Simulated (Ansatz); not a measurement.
All numbers below come from Ansatz, DFT PBE, scalar-relativistic, plane waves, PAW. Cutoff 420 eV, Γ-centred meshes of about 0.25 Å⁻¹ or finer for metals and 0.3 Å⁻¹ for insulators (2π included), Gaussian smearing. No spin polarisation.

A search over trial structures of BeSe3 gave this relaxed cell.

```cif
data_structure
_symmetry_space_group_name_H-M 'P1'
_symmetry_Int_Tables_number 1
_cell_length_a 5.2252
_cell_length_b 5.2256
_cell_length_c 7.5463
_cell_angle_alpha 83.641
_cell_angle_beta 84.203
_cell_angle_gamma 89.967
_cell_volume 203.72
loop_
_atom_site_label
_atom_site_type_symbol
_atom_site_symmetry_multiplicity
_atom_site_Wyckoff_symbol
_atom_site_fract_x
_atom_site_fract_y
_atom_site_fract_z
_atom_site_occupancy
Be1 Be 1 a 0.00309 0.00218 0.00017 1
Be2 Be 1 a 0.50237 0.50247 0.00016 1
Se1 Se 1 a 0.26245 0.29384 0.83074 1
Se2 Se 1 a 0.79143 0.76478 0.83078 1
Se3 Se 1 a 0.71227 0.20951 0.16780 1
Se4 Se 1 a 0.23968 0.73679 0.16830 1
Se5 Se 1 a 0.94596 0.44287 0.35559 1
Se6 Se 1 a 0.54276 0.04758 0.64646 1
```

Task: Is this structure dynamically stable?

Result: As far as tested, yes. The phonons at Γ show no imaginary mode. After random moves of the atoms it relaxes back. Other q points weren't tested. The optical modes at Γ run from 68 to 531 cm⁻¹ without the long-range field that lifts LO modes in polar insulators. Be on its first site is surrounded by 4 Se at 2.23–2.24 Å; Be on its second site is surrounded by 4 Se at 2.23–2.24 Å; Se on its first site has 2 Be at 2.24 Å and 1 Se at 2.39 Å; Se on its second site has 2 Be at 2.24 Å and 1 Se at 2.39 Å; 4 more sites not described.

No dispersion correction is applied, so the spacing and binding between layers, chains or molecules are poorly described.
